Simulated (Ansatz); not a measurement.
**Ta₄W: computed properties**

The calculation used DFT PBE, scalar-relativistic, plane waves, PAW (Ansatz 0.2.0).

Plane waves to 420 eV, a k mesh through Γ of 12×12×12 on the computed 5-atom cell and Gaussian smearing (0.10 eV); no spin polarisation.

The structure is relaxed at this level of theory with its symmetry kept, and needn't be the ground state of this composition.

```cif
data_structure
_symmetry_space_group_name_H-M 'P 1'
_symmetry_Int_Tables_number 1
_cell_length_a 5.4590
_cell_length_b 5.4590
_cell_length_c 5.4590
_cell_angle_alpha 50.370
_cell_angle_beta 50.370
_cell_angle_gamma 50.370
_cell_volume 88.88
loop_
_atom_site_label
_atom_site_type_symbol
_atom_site_fract_x
_atom_site_fract_y
_atom_site_fract_z
_atom_site_occupancy
Ta1 Ta 0.89751 0.89751 0.89751 1
Ta2 Ta 0.10249 0.10249 0.10249 1
Ta3 Ta 0.69561 0.69561 0.69561 1
Ta4 Ta 0.30439 0.30439 0.30439 1
W1 W 0.50000 0.50000 0.50000 1
```

* Space group: R-3m (No. 166)
* Volume per atom: 17.78 Å³
* Formation energy from the elements' standard states (uncorrected): -0.045 eV/atom
* Kohn–Sham band gap: none (metal)
* Density of states at the Fermi level: 5.7 states/eV per cell
* Orbital (Löwdin) character within 0.5 eV of the Fermi level: Ta 5d 71 %, W 5d 14 %, unprojected 6 %
* Bader charge by site (e): Ta (2 in the cell) 0.29, Ta (2 in the cell) 0.13, W (1 in the cell) -0.86

Spin-orbit coupling is left out, which matters for the bands of heavy elements.

The cell was found from a structure generator's guess, not taken from experiment. Löwdin shares on free-atom orbitals overweight diffuse shells.
